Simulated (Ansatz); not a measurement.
W (A15 (β-W type), Pm-3n) at seven volumes, plane-wave PAW r²SCAN (Ansatz code), scaled uniformly. One row is withheld.

| V (Å³/atom) | P (GPa) |
|---|---|
| 14.683 | 36.23 |
| 15.167 | 22.22 |
| 15.651 | 10.24 |
| 16.135 | 0.00 |
| 16.620 | -8.74 |
| 17.104 | -16.22 |
| 17.588 | ? |

Task: Fit the shown pressures and predict the withheld one.

Result: P = (3/2)B₀(x^(7/2) − x^(5/2))[1 + (3/4)(B′ − 4)(x − 1)] with x = (V₀/V)^(2/3). Least squares on the six rows gives V₀ = 16.136 Å³/atom, B₀ = 315 GPa, B′ = 4.21. At V = 17.588, x = 0.9442 and P = -22.65 GPa. The run itself gave -22.62 GPa.

The workflow started from an entry of the Crystallography Open Database (COD), which files this formula under 6 space groups. It is not the phase usual at ambient conditions (space group No. 229). The r²SCAN relaxation kept the symmetry of its start; of distortions, only those at the zone centre were tested. No spin polarisation was allowed. Spin–orbit coupling is left out wherever it is not named.

Potentials: the earlier of the program's two PAW sets.
